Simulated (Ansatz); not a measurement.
Q: TaN3 (ReO3 type, Pm-3m) is relaxed with plane-wave PAW PBE (Ansatz code). What lattice parameters of the conventional cell result?

A: a = 4.074 Å.

Q: Is it a metal or does it have a gap at this level?

A: No gap at this level.

The start of the workflow was typed in or built on a structure type; neither database checked (COD, Materials Project) lists it. Whether it is the stable phase at ambient conditions was not checked. Symmetry was held in the PBE relaxation; its stability against distortions is not shown here. The run is not spin-polarised. Its formation energy is positive at this level, so the cell may be metastable or incomplete. Scalar-relativistic: spin–orbit coupling is off unless named, which matters more the heavier the elements.

Potentials: the earlier of the program's two PAW sets.
